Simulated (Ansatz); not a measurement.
**BaRh2As2: pressure against volume**

BaRh2As2, I4/mmm, a = 4.017 Å, c = 12.791 Å. The structure is a Materials Project entry; whether it is the stable form wasn't checked. Ansatz: PBEsol, PAW, 420 eV, Γ-centred 12×12×12 mesh on 5 atoms, Gaussian smearing 0.10 eV; no spin polarisation. Shape and atoms are relaxed at each volume; pressure is positive in compression.

```
V (Å³/atom) P (GPa)
     18.165        ?
     18.784     9.84
     19.404     5.97
     20.023     2.71
     20.642     0.00
     21.262    -2.30
     21.881    -4.19
     22.707    -6.22
```

Q: Take V0 = 20.642 Å³/atom, fit the third-order Birch–Murnaghan form to the other rows, and predict the missing pressure.

A: With the Eulerian strain f = ½[(V0/V)^(2/3) − 1] and y = P/[3f(1 + 2f)^(5/2)], the form is the line y = B0 + 1.5 B0 (B0′ − 4) f. Rows (f, y): 0.03245, 86.4; 0.02105, 85.3; 0.01025, 83.8; -0.00977, 82.4; -0.01906, 80.8; -0.03079, 78.9. Means f = 0.0006883, y = 82.933; Σ(Δf)² = 0.003005, ΣΔfΔy = 0.3413; the slope is their ratio. y = 82.86 + 113.6 f GPa, so B0 = 82.9 GPa and B0′ = 4 + 2 × (113.6)/(3 × 82.86) = 4.91. At V = 18.165, f = 0.04448, y = 87.91 and P = 14.52 GPa. The run gave 14.44 GPa, so the fit is 0.08 GPa too high, a small miss on the scale of the series.